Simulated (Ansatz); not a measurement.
ZrO2 (fluorite)

```yaml
crystal:
  lattice:
    - [0.00000, 2.54467, 2.54467]
    - [2.54467, 0.00000, 2.54467]
    - [2.54467, 2.54467, 0.00000]
  atoms:
    - { symbol: Zr, position: [0.00000, 0.00000, 0.00000] }
    - { symbol: O, position: [0.25000, 0.25000, 0.25000] }
    - { symbol: O, position: [0.75000, 0.75000, 0.75000] }
```

Two coordinates are scanned: the volume, and the ratio of the stretch along z (the conventional c axis) to the stretch across it. Atoms keep their fractional coordinates.

All values below come from r2SCAN (plane waves to 500 eV, PAW, scalar-relativistic; Ansatz, an electronic-structure program). k mesh 11×11×11 (Γ-centred), Fermi-Dirac smearing 0.05 eV. Compression counts positive. This is a high-temperature form of ZrO2. ZrO2 is run without spin polarisation. ZrO2 was relaxed with its symmetry unable to fall.

Changes of σxx (GPa) from the point V/V₀ = 1.000, (c/a)/(c/a)₀ = 1.000 when one coordinate moves alone (two changes are said to add if the coupling is within 5 % of the smaller one, nearly so within 20 %):

```json
[
 {"point": "V/V₀ = 1.000, (c/a)/(c/a)₀ = 0.960", "change": "-6.17"},
 {"point": "V/V₀ = 1.000, (c/a)/(c/a)₀ = 0.973", "change": "-4.11"},
 {"point": "V/V₀ = 1.000, (c/a)/(c/a)₀ = 0.987", "change": "-2.05"},
 {"point": "V/V₀ = 0.920, (c/a)/(c/a)₀ = 1.000", "change": "25.47"},
 {"point": "V/V₀ = 0.947, (c/a)/(c/a)₀ = 1.000", "change": "15.78"},
 {"point": "V/V₀ = 0.973, (c/a)/(c/a)₀ = 1.000", "change": "7.35"},
 {"point": "V/V₀ = 1.027, (c/a)/(c/a)₀ = 1.000", "change": "-6.41"},
 {"point": "V/V₀ = 1.053, (c/a)/(c/a)₀ = 1.000", "change": "-11.99"},
 {"point": "V/V₀ = 1.080, (c/a)/(c/a)₀ = 1.000", "change": "-16.85"},
 {"point": "V/V₀ = 1.000, (c/a)/(c/a)₀ = 1.013", "change": "2.04"},
 {"point": "V/V₀ = 1.000, (c/a)/(c/a)₀ = 1.027", "change": "4.09"},
 {"point": "V/V₀ = 1.000, (c/a)/(c/a)₀ = 1.040", "change": "6.13"}
]
```

Do the two effects add at V/V₀ = 1.053, (c/a)/(c/a)₀ = 1.040? Give the computed change.

The sum of the single changes is -11.99 + (6.13) = -5.86; the calculation gives -6.24, so the coupling contributes -0.38 (under 20 % of the smaller single change, nearly additive).

What is the change at V/V₀ = 0.947, (c/a)/(c/a)₀ = 1.013, where both move, and how far is it from the sum?

The sum of the single changes is 15.78 + (2.04) = 17.82; the calculation gives 17.98, so the coupling contributes 0.16 (under 20 % of the smaller single change, nearly additive).

What is the change at V/V₀ = 1.053, (c/a)/(c/a)₀ = 1.027, where both move, and how far is it from the sum?

The sum of the single changes is -11.99 + (4.09) = -7.90; the calculation gives -8.16, so the coupling contributes -0.26 (under 20 % of the smaller single change, nearly additive).

(Under strain, the slope of the energy per volume gives the stress and its curvature an elastic modulus.)
